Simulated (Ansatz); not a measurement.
Input, command and steps of an Ansatz relaxation.

```yaml
crystal:
  lattice:
    - [5.2965850036, 0.0, 0.0]
    - [-2.6482925018, 4.5869771665, 0.0]
    - [0.0, 0.0, 4.2302876755]
  atoms:
    - { symbol: Co, position: [0.0, 0.5, 0.0] }
    - { symbol: Co, position: [0.5, 0.5, 0.0] }
    - { symbol: Co, position: [0.5, 0.0, 0.0] }
    - { symbol: Sn, position: [0.6666666667, 0.3333333333, 0.5] }
    - { symbol: Sn, position: [0.3333333333, 0.6666666667, 0.5] }
    - { symbol: Sn, position: [0.0, 0.0, 0.0] }
basis:
  ecutwfc: 420
kpoints:
  mp_grid: { grid: [12, 12, 8] }
hamiltonian:
  xc: lda
scf:
  occupations: { method: gaussian, width: 0.1 }
output:
  forces: true
  stress: true
  eigenvalues: true
relax:
  adjacent_minimum: "off"
  f_tol: 0.005
  max_steps: 50
  cell: { stress_tol: 0.05 }
```

```bash
ansatz run input.yaml --threads 2 --pin off --max-ram 5120MiB --backend cpu --events-out ev --progress --plain --runs-dir out
```

These are results of DFT LDA, scalar-relativistic, plane waves, PAW in Ansatz, not measurements.

Of 5 frames 5 are shown, positions in Å and forces in eV/Å; the SCF threshold varies from step to step. Steps run on the plane waves of an earlier cell, with a Pulay correction in the pressure. The basis is chosen afresh for the last frame, the zero of the energies, and at times for earlier ones too; energy and pressure step there, also at an unchanged geometry. Spin polarisation was left out; whether the Co atoms would carry moments isn't shown by this run.

```xyz
6
Lattice="5.2966 0.0000 0.0000 -2.6483 4.5870 0.0000 0.0000 0.0000 4.2303" Properties=species:S:1:pos:R:3:forces:R:3 pbc="T T T" step=1 free_energy_over_end_meV_per_atom=38.88 pressure_GPa=-9.63
Co   -1.3241    2.2935    0.0000    0.0000    0.0000    0.0000
Co    1.3241    2.2935    0.0000    0.0000    0.0000    0.0000
Co    2.6483    0.0000    0.0000    0.0000    0.0000    0.0000
Sn    2.6483    1.5290    2.1151    0.0000    0.0000    0.0000
Sn    0.0000    3.0580    2.1151    0.0000    0.0000    0.0000
Sn    0.0000    0.0000    0.0000    0.0000    0.0000    0.0000
6
Lattice="5.1298 0.0000 0.0000 -2.5649 4.4426 0.0000 0.0000 0.0000 4.1036" Properties=species:S:1:pos:R:3:forces:R:3 pbc="T T T" step=2 free_energy_over_end_meV_per_atom=2.86 pressure_GPa=3.61
Co   -1.2825    2.2213    0.0000    0.0000    0.0000    0.0000
Co    1.2825    2.2213    0.0000    0.0000    0.0000    0.0000
Co    2.5649    0.0000    0.0000    0.0000    0.0000    0.0000
Sn    2.5649    1.4809    2.0518    0.0000    0.0000    0.0000
Sn    0.0000    2.9617    2.0518    0.0000    0.0000    0.0000
Sn    0.0000    0.0000    0.0000    0.0000    0.0000    0.0000
6
Lattice="5.1784 0.0000 0.0000 -2.5892 4.4846 0.0000 0.0000 0.0000 4.1283" Properties=species:S:1:pos:R:3:forces:R:3 pbc="T T T" step=3 free_energy_over_end_meV_per_atom=-0.64 pressure_GPa=-0.49
Co   -1.2946    2.2423    0.0000    0.0000    0.0000    0.0000
Co    1.2946    2.2423    0.0000    0.0000    0.0000    0.0000
Co    2.5892    0.0000    0.0000    0.0000    0.0000    0.0000
Sn    2.5892    1.4949    2.0642    0.0000    0.0000    0.0000
Sn    0.0000    2.9897    2.0642    0.0000    0.0000    0.0000
Sn    0.0000    0.0000    0.0000    0.0000    0.0000    0.0000
6
Lattice="5.1735 0.0000 0.0000 -2.5868 4.4804 0.0000 0.0000 0.0000 4.1233" Properties=species:S:1:pos:R:3:forces:R:3 pbc="T T T" step=4 free_energy_over_end_meV_per_atom=-0.75 pressure_GPa=0.00
Co   -1.2934    2.2402    0.0000    0.0000    0.0000    0.0000
Co    1.2934    2.2402    0.0000    0.0000    0.0000    0.0000
Co    2.5868    0.0000    0.0000    0.0000    0.0000    0.0000
Sn    2.5868    1.4935    2.0617    0.0000    0.0000    0.0000
Sn    0.0000    2.9869    2.0617    0.0000    0.0000    0.0000
Sn    0.0000    0.0000    0.0000    0.0000    0.0000    0.0000
6
Lattice="5.1735 0.0000 0.0000 -2.5868 4.4804 0.0000 0.0000 0.0000 4.1233" Properties=species:S:1:pos:R:3:forces:R:3 pbc="T T T" step=5 free_energy_over_end_meV_per_atom=0.00 pressure_GPa=-0.03
Co   -1.2934    2.2402    0.0000    0.0000    0.0000    0.0000
Co    1.2934    2.2402    0.0000    0.0000    0.0000    0.0000
Co    2.5868    0.0000    0.0000    0.0000    0.0000    0.0000
Sn    2.5868    1.4935    2.0617    0.0000    0.0000    0.0000
Sn    0.0000    2.9869    2.0617    0.0000    0.0000    0.0000
Sn    0.0000    0.0000    0.0000    0.0000    0.0000    0.0000
```

Time: 100 s on 2 threads of Arm Neoverse V2, with other jobs on the host, peak memory 0.66 GiB.